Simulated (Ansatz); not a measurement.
Y (P63/mmc); total moment held at 1.8 μB.

```
Y
1.0
     3.64740    0.00000    0.00000
    -1.82370    3.15874    0.00000
     0.00000    0.00000    5.73060
Y
2
Direct
  0.33333 0.66667 0.25000
  0.66667 0.33333 0.75000
```

The geometry is a structure as deposited in COD, held fixed and not relaxed.

Functional, mesh and filling: PBE, 9×9×5 k mesh, Fermi–Dirac smearing of 0.08 eV. LAPW is all-electron LAPW in Ansatz 0.2.0. Site moments are integrated in spheres about the atoms. Start moments (μB): Y1 0.9, Y2 0.9.

The self-consistent cycle went as follows.

```json
{"iteration": "1", "Harris–Foulkes energy less the last (meV)": "68.556", "density residual (eV)": "5.9e-02", "M (μB)": "1.8000", "∫|m| (μB)": "1.8004"}
{"iteration": "2", "Harris–Foulkes energy less the last (meV)": "51.468", "density residual (eV)": "4.0e-02", "M (μB)": "1.8000", "∫|m| (μB)": "1.8003"}
{"iteration": "3", "Harris–Foulkes energy less the last (meV)": "5.910", "density residual (eV)": "7.2e-03", "M (μB)": "1.8000", "∫|m| (μB)": "1.8002"}
{"iteration": "4", "Harris–Foulkes energy less the last (meV)": "1.523", "density residual (eV)": "2.3e-03", "M (μB)": "1.8000", "∫|m| (μB)": "1.8001"}
{"iteration": "5", "Harris–Foulkes energy less the last (meV)": "0.044", "density residual (eV)": "3.5e-04", "M (μB)": "1.8000", "∫|m| (μB)": "1.8001"}
{"iteration": "6", "Harris–Foulkes energy less the last (meV)": "-0.003", "density residual (eV)": "3.5e-05", "M (μB)": "1.8000", "∫|m| (μB)": "1.8001"}
{"iteration": "7", "Harris–Foulkes energy less the last (meV)": "0.001", "density residual (eV)": "1.1e-06", "M (μB)": "1.8000", "∫|m| (μB)": "1.8001"}
{"iteration": "8", "Harris–Foulkes energy less the last (meV)": "0.000", "density residual (eV)": "1.9e-08", "M (μB)": "1.8000", "∫|m| (μB)": "1.8001"}
{"iteration": "9", "Harris–Foulkes energy less the last (meV)": "0.000", "density residual (eV)": "1.2e-09", "M (μB)": "1.8000", "∫|m| (μB)": "1.8001"}
```

Site moments (μB): Y1 0.67, Y2 0.67. Cell moment 1.80 μB.

The Ansatz runs typed with the search for lower states off end where their start leads. These are results for the start and cell typed. The real compound can order otherwise, in a larger cell, or not at all, since semilocal functionals at zero temperature often overstate magnetism.
